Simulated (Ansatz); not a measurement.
This cell of HgTe (zinc blende) is off equilibrium:

```xyz
2
Lattice="0.0000 3.4191 3.1455 3.4191 0.0000 3.1455 3.4191 3.4191 0.0000" Properties=species:S:1:pos:R:3 pbc="T T T"
Te     5.1286     5.1286     4.7183
Hg     0.0000     0.0000     0.0000
```

All values below come from PBE (plane waves to 420 eV, PAW, scalar-relativistic; Ansatz, a first-principles code). k mesh 12×12×12 (Γ-centred), Fermi-Dirac smearing 0.05 eV. The energy includes the smearing's −TS. Compression counts positive. With partly filled bands, the response to shear is sensitive to the k mesh, so small differences along c/a are uncertain. At this level the bands of HgTe touch or barely overlap. HgTe was relaxed with its symmetry unable to fall. Spin-orbit coupling is left out, though Hg and Te are heavy. The PAW data are Ansatz's earlier set. The relaxed volume of HgTe is well above the measured one; the method has no dispersion term.

Problem. Give the stress tensor in GPa and the pressure.

Solution. 
```
   -0.4      0.0      0.0
    0.0     -0.4      0.0
    0.0      0.0      0.6
```
The pressure, a third of the trace, is -0.1 GPa.

Problem. It is the relaxed cell deformed to V/V₀ = 1.000, (c/a)/(c/a)₀ = 0.920, c along z, fractional positions held. What is its energy relative to the relaxed cell?

Solution. 7 meV/atom.

(Under strain, the slope of the energy per volume gives the stress and its curvature an elastic modulus.)
